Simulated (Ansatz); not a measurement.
### Question
Name crystals whose computed values (the program Ansatz at the PBE level (PAW)) fall in these windows: B₀ by P(V) fit (GPa) 150 to 210; G_Hill (GPa) 37 to 49.

### Answer


```csv
crystal,B₀ by P(V) fit (GPa),G_Hill (GPa)
"FeO, rock salt",185,41.0
```
Others may fit too.

Spin orders computed, not proven ground states: FeO, rock salt ferromagnetic. The cell was relaxed under the symmetry of its start. No Hubbard U is applied.

Potentials: the later of the program's two PAW sets.
